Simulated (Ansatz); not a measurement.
Relaxed-ion elastic tensor of InP (CsCl type, Pm-3m) in GPa (Voigt order), the program Ansatz at the r²SCAN level (PAW); density 6.03 g/cm³, 20.08 Å³ per atom.

```
77.9  67.0  67.0   0.0   0.0   0.0
67.0  77.9  67.0   0.0   0.0   0.0
67.0  67.0  77.9   0.0   0.0   0.0
 0.0   0.0   0.0   3.3   0.0   0.0
 0.0   0.0   0.0   0.0   3.3   0.0
 0.0   0.0   0.0   0.0   0.0   3.3
```

Is the crystal mechanically stable?

Yes: the smallest eigenvalue of C is 3.3 GPa.

Work out the Voigt, Reuss and Hill averages.

K_V = 70.6, K_R = 70.6, K_H = 70.6; G_V = 4.2, G_R = 3.9, G_H = 4.0 GPa.

Give Young's modulus, Poisson's ratio, Pugh's ratio and the universal anisotropy index.

E = 9KG/(3K + G) = 11.9 GPa; ν = 0.47; K/G = 17.52 (ductile by the Pugh limit of 1.75); A_U = 5G_V/G_R + K_V/K_R − 6 = 0.32.

Estimate the sound speeds and the Debye temperature.

v_l = √((K + 4G/3)/ρ) = 3550 m/s, v_t = √(G/ρ) = 818 m/s, mean 934 m/s; Θ = (h/k)(3n/4πV)^(1/3) v_m = 102 K.

Give the Zener ratio and Young's modulus along [100], [110] and [111].

A = 2C44/(C11 − C12) = 0.60; 1/E = S11 − 2(S11 − S12 − S44/2)Γ with Γ = 0, 1/4, 1/3 gives 16.0, 10.8, 9.7 GPa.

Solve the Christoffel equation for the three sound speeds along [100], [110], [111].

Eigenvalues of C_ijkl n_j n_l equal ρv². In km/s, slowest first: [100] 0.74, 0.74, 3.59; [110] 0.74, 0.95, 3.54; [111] 0.89, 0.89, 3.53.

A made-up cell: these elements were put on the sites of a structure type; neither database checked (COD, Materials Project) lists it. It is not the phase usual at ambient conditions (space group No. 216). The r²SCAN relaxation kept the symmetry of its start; its stability against distortions is not shown here. As this level gives no gap, shear constants depend on the k-mesh and smearing (Fermi–Dirac, 0.1 eV here).

Potentials: the earlier of the program's two PAW sets.
